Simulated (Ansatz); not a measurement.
A distorted cell of TiAl3 (D022 type, space group I4/mmm):

```
TiAl3
1.0
   -1.91209     1.91209     4.28030
    1.91209    -1.91209     4.28030
    1.91209     1.91209    -4.28030
Al Ti
3 1
Cartesian
  0.00000   0.00000   4.28030
  0.00000   1.91209   2.14015
  1.91209   0.00000   2.14015
  0.00000   0.00000  -0.54000
```

Calculation: r2SCAN (plane waves to 500 eV, PAW, scalar-relativistic; Ansatz, a quantum-chemistry and plane-wave program). k mesh 14×14×14 (Γ-centred), Fermi-Dirac smearing 0.05 eV. The energy includes the smearing's −TS. Compression counts positive. With partly filled bands, energies and forces of such displacements shift with the k mesh and the smearing. TiAl3 is run without spin polarisation. TiAl3 was relaxed with its symmetry unable to fall.

Q: What forces act on the atoms (eV/Å, Cartesian)?

A: 
```tsv
atom	Fx	Fy	Fz
Al1	0.000	0.000	0.182
Al2	0.000	0.000	-2.509
Al3	0.000	0.000	-2.509
Ti4	0.000	0.000	4.836
```

Q: What is the stress tensor (GPa)?

A: 
```
    7.0      0.0      0.0
    0.0      7.0      0.0
    0.0      0.0      9.2
```
The pressure, a third of the trace, is 7.7 GPa.

Q: In it atom 4 sits (0.000, 0.000, -0.540) Å away from its relaxed site. What is its energy relative to the relaxed cell?

A: 1279 meV/cell.

(For displaced atoms, the force is minus the slope of the energy, and its curvature is a force constant, which sets phonon frequencies.)
